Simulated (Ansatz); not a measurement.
The relaxation started from an entry of Materials Project.

A relaxed structure of LaSeCl. Level of theory: r2SCAN (plane waves to 500 eV, PAW, scalar-relativistic; Ansatz, a program for electronic structure).

```xyz
12
Lattice="7.6466 0.0000 0.0000 0.0000 4.3700 0.0000 0.0000 0.0000 9.1452" Properties=species:S:1:pos:R:3 pbc="T T T"
La     5.8081     1.0925     7.9494
La     1.8385     3.2775     1.1958
La     5.6618     3.2775     3.3768
La     1.9848     1.0925     5.7684
Se     7.3359     1.0925     1.5674
Se     0.3107     3.2775     7.5778
Se     4.1340     3.2775     6.1400
Se     3.5126     1.0925     3.0052
Cl     2.7939     1.0925     8.5954
Cl     4.8527     3.2775     0.5498
Cl     1.0294     3.2775     4.0228
Cl     6.6172     1.0925     5.1224
```

Question: Find the space group and the Wyckoff positions (tolerance 0.01 Å).

Answer: Space group Pnma (No. 62); a = 7.647 Å, b = 4.370 Å, c = 9.145 Å, α = β = γ = 90.00°

| atom | site | symmetry | x | y | z |
|---|---|---|---|---|---|
| La | 4c | .m. | 0.2404 | 0.7500 | 0.1308 |
| Se | 4c | .m. | 0.4594 | 0.2500 | 0.3286 |
| Cl | 4c | .m. | 0.1346 | 0.7500 | 0.4399 |

Question: Give the shortest distances between elements (the closest pairs, up to four, under 3.6 Å).

Answer: Cl–La 2.94 Å; La–Se 3.09 Å; Cl–Cl 3.20 Å; Cl–Se 3.46 Å.

| Property | Value |
|---|---|
| Volume per atom | 25.47 Å³ |
| Band gap | 1.71 eV, direct at Γ (no spin-orbit coupling) |

No spin polarisation in the result.

The run could not lose the symmetry of its start.
